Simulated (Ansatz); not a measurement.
Data:

SiB:
```
CELL_PARAMETERS angstrom
      3.13461     0.00000     0.00000
     -1.56730     2.71465     0.00000
      0.00000     0.00000     5.87981
ATOMIC_POSITIONS crystal
  Si 0.33333 0.66667 0.35543
  Si 0.66667 0.33333 0.85543
  B  0.33333 0.66667 0.01956
  B  0.66667 0.33333 0.51956
```

This is the PBEsol-relaxed structure. Tensor components refer to the Cartesian frame of this cell.

All from PBEsol (plane waves, PAW; program Ansatz), unless another level is named. Predict the highest zone-centre frequency.

801 cm⁻¹.

Give the bulk modulus (Birch–Murnaghan fit).

125 GPa.

Predict the elastic constants (relaxed ions, GPa).

C11 = 100.0, C12 = 158, C13 = 93.7, C33 = 367, C44 = 84.4.

Space group P6_3mc (wurtzite). The first step of the workflow began from a Materials Project structure, measured or hypothetical; the Crystallography Open Database copy checked does not list it. Its standing as an ambient phase is unchecked. The PBEsol relaxation kept the symmetry of its start. At this level the phase is mechanically unstable. Its formation energy is positive at this level, so the cell may be metastable or incomplete. As this level gives no gap, shear constants depend on the k-mesh and smearing (Fermi–Dirac, 0.1 eV here). As this level gives no gap, phonon frequencies hold no LO–TO term and depend on the k-mesh and smearing (Fermi–Dirac, 0.1 eV here). On the denser mesh and wider smearing of the elastic run this cell carries a stress of 0.4 GPa.

Potentials: the later of the program's two PAW sets.
